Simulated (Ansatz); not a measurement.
The slice is one period of a {211} plane through atoms; its size isn't given.

The numbers are results of PBE (plane waves to 420 eV, PAW, scalar-relativistic; Ansatz, a first-principles code), not measurements. These are valence fields of a PAW run, semicore shells included where kept as valence: close to a nucleus they are smooth pseudo fields.

```
|999977664422000000002244667799|
|887766553311000000001133556677|
|666655332200000000000022335566|
|443333221100000000000011223333|
|221111000000000000000000001111|
|000000000000000000000000000000|
|000000000000000000000000000000|
|000000000000000000000000000000|
|000000000000000000000000000000|
|000000000000000000000000000000|
|000000000000000000000000000000|
|000000000000000000000000000000|
|000000000000000000000000000000|
|000000000000000000000000000000|
|000000000000000000000000000000|
|000000000000000000000000000000|
|000000000000000000000000000000|
|000000000000000000000000000000|
|221111000000000000000000001111|
|443333221100000000000011223333|
|666655332200000000000022335566|
|887766553311000000001133556677|
|999977664422000000002244667799|
|999988664422000000002244668899|
```
Scale: ten equal steps from -1.22 (start of '0') to 1.19 (end of '9'), in the order '0123456789'. Values: log₁₀ of the valence density in e/Å³. The map has 15 points along u (two characters each, u = 0 at the left) and 24 along v (v = 0 in the bottom row). The scale is logarithmic, as a density can span decades between atoms and voids.

```
|xxxx999966110000000011669999xx|
|999999884400001111000044889999|
|999988551100002222000011558899|
|665533110000224444220000113355|
|111100000011445555441100000011|
|000000112233556666553322110000|
|111122334444555555554444332211|
|444444444444444444444444444444|
|555544443333222222223333444455|
|555544332211111111111122334455|
|554433221111000000001111223344|
|554433221111000000001111223344|
|554433221111000000001111223344|
|555544332211111111111122334455|
|555544443333222222223333444455|
|444444444444444444444444444444|
|111122334444555555554444332211|
|000000112233556666553322110000|
|111100000011445555441100000011|
|665533110000224444220000113355|
|999988551100002222000011558899|
|999999884400001111000044889999|
|xxxx999966110000000011669999xx|
|xxxx999966110000000011669999xx|
```
Scale: ten equal steps from 0.08 (start of '0') to 0.79 (end of '9'), in the order '0123456789'. Values: electron localisation function (ELF). The map has 15 points along u (two characters each, u = 0 at the left) and 24 along v (v = 0 in the bottom row). Points within 0.5 Å of a nucleus are blanked (x), as the pseudised field means little there.

Which relaxed crystal do these maps come from?
A) Eu (bcc, W type)
B) Nb (bcc, W type)
C) Mo (bcc, W type)

A, Eu (bcc, W type). Atoms on the slice: Eu at (0.00, 0.00)

All were relaxed with their symmetry unable to fall. Mo is run without spin polarisation. Nb is run without spin polarisation. Relaxed Eu ends ferromagnetic. The relaxed volume of Eu is well below the measured one. The magnetic order is the one the run started from; other orders were not tried. (This holds for the magnetic or f-shell members.) The filling of the f shell was not checked against other fillings, so treat energies with care. (This holds for the magnetic or f-shell members.)
